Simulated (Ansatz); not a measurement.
Al2O3 (corundum), relaxed with r2SCAN in the PAW code Ansatz: it is trigonal, R-3c (No. 167); conventional cell a = 4.759 Å, c = 12.995 Å, 8.49 Å³ an atom. Al has 6 O at 1.86–1.97 Å; O has 4 Al at 1.86–1.97 Å. It was then strained (epitaxial in the xy plane), atoms relaxed again within the symmetry left. Unstrained, HSE06 gives 8.106 eV (Γ, 4×4×4 mesh), and the band edges keep their places in every row. The normal direction was relaxed to zero stress. Stress is positive in compression. Calculated for a static, non-magnetic cell.

Axes as in this cell:
```
Al O
1.0
     2.37936    1.37372    4.33159
    -2.37936    1.37372    4.33159
     0.00000   -2.74745    4.33159
Al O
4 6
Direct
  0.85191 0.85191 0.85191
  0.35191 0.35191 0.35191
  0.14809 0.14809 0.14809
  0.64809 0.64809 0.64809
  0.44363 0.05637 0.75000
  0.05637 0.75000 0.44363
  0.55637 0.94363 0.25000
  0.25000 0.55637 0.94363
  0.94363 0.25000 0.55637
  0.75000 0.44363 0.05637
```

```tsv
strain (%)	ε	ΔE_g, HSE06 (eV)	Δσ_xx, r2SCAN (GPa)
-3.0	-0.0300	+0.590	+20.16
-2.0	-0.0200	+0.423	+12.99
+2.0	+0.0200	-0.651	-11.34
+3.0	+0.0300	-0.972	-16.44
```

**Fit ΔE_g = a x + b x² to these rows by least squares, with x = ε.** The normal equations take Σx² = 2.600e-03, Σx³ = 0.000e+00, Σx⁴ = 1.940e-06, ΣxΔE = -6.834e-02 and Σx²ΔE = -4.350e-04, and give a = -26.28 eV, b = -224.2 eV; the largest residual is 0.036 eV.

**Fit the change of σ_xx in the same way.** Δσ_xx = -609.5 x + (2066) x² GPa. The slope, 609 GPa, is the biaxial modulus of the film.

**Predict the withheld row at +1.0 % (x = +0.0100).** ΔE_g ≈ -26.28 × (+0.0100) + (-224.2) × (+0.0100)² = -0.285 eV, and Δσ_xx ≈ -5.89 GPa. The runs give -0.327 eV and -5.87 GPa, off by -0.042 eV and +0.02 GPa. The gap misses by more than the fit's residuals, so the curve isn't a clean parabola there.

The meshes of the hybrids are coarse, so their gaps aren't converged to the digits shown.
